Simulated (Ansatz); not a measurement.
Guessed and relaxed cells of Ga₂Te₂O

The guess for Ga₂Te₂O was made by a generator: random cell by space group and Wyckoff sites (P6/mmm, No. 191). The dimensions are guesses.

start.cif

```cif
data_structure
_symmetry_space_group_name_H-M 'P6/mmm'
_symmetry_Int_Tables_number 191
_cell_length_a 4.1301
_cell_length_b 4.1301
_cell_length_c 9.5505
_cell_angle_alpha 90.000
_cell_angle_beta 90.000
_cell_angle_gamma 120.000
_cell_volume 141.08
loop_
_atom_site_label
_atom_site_type_symbol
_atom_site_symmetry_multiplicity
_atom_site_Wyckoff_symbol
_atom_site_fract_x
_atom_site_fract_y
_atom_site_fract_z
_atom_site_occupancy
Ga1 Ga 2 d 0.33333 0.66667 0.50000 1
Te1 Te 2 e 0.00000 0.00000 0.29881 1
O1 O 1 a 0.00000 0.00000 0.00000 1
```

The calculation used Ansatz, DFT PBE, scalar-relativistic, plane waves, PAW. Cutoff 420 eV, Gaussian smearing, Γ-centred meshes. Cell and atoms relax first on a coarse mesh and then on a finer one. In between, the cell is made exact in the group found at 0.06 Å. In metals the finer mesh still leaves noise of several meV/atom or more. The steps can't lower the symmetry of their start. No spin polarisation.

end.cif

```cif
data_structure
_symmetry_space_group_name_H-M 'P6/mmm'
_symmetry_Int_Tables_number 191
_cell_length_a 4.7849
_cell_length_b 4.7849
_cell_length_c 7.3642
_cell_angle_alpha 90.000
_cell_angle_beta 90.000
_cell_angle_gamma 120.000
_cell_volume 146.02
loop_
_atom_site_label
_atom_site_type_symbol
_atom_site_symmetry_multiplicity
_atom_site_Wyckoff_symbol
_atom_site_fract_x
_atom_site_fract_y
_atom_site_fract_z
_atom_site_occupancy
Ga1 Ga 2 d 0.33333 0.66667 0.50000 1
Te1 Te 2 e 0.00000 0.00000 0.27594 1
O1 O 1 a 0.00000 0.00000 0.00000 1
```

The symmetry stays P6/mmm (No. 191). The volume per atom grows by 3.5 %, from 28.2 to 29.2 Å³. The shortest distance goes from 2.38 Å (Ga–Ga) to 2.03 Å (Te–O). The ratio c/a of the conventional cell changes by a factor of 0.67. The energy falls by about 0.82 eV/atom (the start's value is from the coarse mesh).

```json
{
  "Volume per atom": "29.20 Å³",
  "Density": "4.67 g/cm³",
  "Energy over the elements": "−0.03 eV/atom",
  "Gap on the 12×12×6 mesh of the 5-atom cell": "0 eV (a metal)"
}
```

Formation energies are uncorrected and refer to the elements' standard structures at the same level (O₂ as a molecule).

The last run used Gaussian smearing of 0.10 eV. The k mesh leaves some 4 meV/atom of noise in the energy of each metallic cell. Spin–orbit coupling, which can matter for Te, is left out. The reference form of Te is held partly by dispersion forces, which this level lacks. Symmetry constrained the relaxation, so the result can be a saddle point. In all, the 4 runs took 5.8 min on 1 thread of Arm Neoverse V1 (shared host). Another cell of Ga2Te2O relaxed alike, in P6/mmm, lies 168 meV/atom lower, so this cell isn't the stable form at this level.
